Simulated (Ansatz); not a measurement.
BeCo:
```xyz
2
Lattice="2.4792 0.0000 0.0000 0.0000 2.4792 0.0000 0.0000 0.0000 2.9467" Properties=species:S:1:pos:R:3 pbc="T T T"
Be     1.2396     1.2396     1.4733
Co     0.0000     0.0000     0.0000
```
The run is spin-polarised; directions of the spins, atom by atom: 0 ↑.

Relaxed with r²SCAN. Special points in fractions of this cell's reciprocal vectors: Γ (0.000, 0.000, 0.000); X (0.000, 0.500, 0.000); M (0.500, 0.500, 0.000); Z (0.000, 0.000, 0.500); R (0.000, 0.500, 0.500); A (0.500, 0.500, 0.500).

Question: List the band energies nearest the Fermi level at these points for DFT-r²SCAN in the program Ansatz with PAW potentials.

Answer: In eV from the Fermi level; about four levels below and three above (degenerate sets whole), none deeper than 8.9 eV; points with the same levels are listed once.

```tsv
k	below	above
Γ ↑	-4.08 -2.21 -1.41 -1.41	3.35 9.76 9.76
X ↑	-3.67 -3.39 -3.24 -1.26	0.55 10.28 13.11
M ↑	-2.60 -2.60 -1.09 -1.09 -0.37	6.87 7.07 10.46
Z ↑	-2.19 -1.95 -1.95 -1.59	13.26 13.26 16.16
R ↑	-2.60 -2.13 -1.57 -1.48	4.92 5.58 14.43
A ↑	-4.70 -4.70 -1.55 -0.36	5.92 5.92 5.94 5.94
Γ ↓	-3.51 -2.31 -0.57 -0.57	1.51 3.39 9.75 9.75
X ↓	-4.61 -2.74 -2.02 -0.41	0.14 2.01 10.41
M ↓	-1.84 -1.84 -1.24 -1.08 -1.08	0.38 7.77 8.47
Z ↓	-6.50 -3.28 -1.19 -1.19	0.97 1.54 13.22 13.22
R ↓	-3.13 -2.86 -2.27 -0.76	0.39 1.14 5.56
A ↓	-4.28 -4.28 -3.90	0.39 1.37 6.21 6.21 6.22
```

Space group P4/mmm (L1₀ or tetragonal B2). The cell is a constructed one: a structure type filled with these elements; neither database checked (COD, Materials Project) lists it. COD files the formula under space group No. 221. Whether it is the stable phase at ambient conditions was not checked. The r²SCAN relaxation kept the symmetry of its start; whether a distortion lowers the energy is not shown. Spin order of the final state: ferromagnetic, chosen from 4 collinear starts compared on coarse meshes (ties went to the first, and starts can fall back to one state), not a proven ground state. Other orbital occupations within this spin state were not tried.

Potentials: the earlier of the program's two PAW sets.
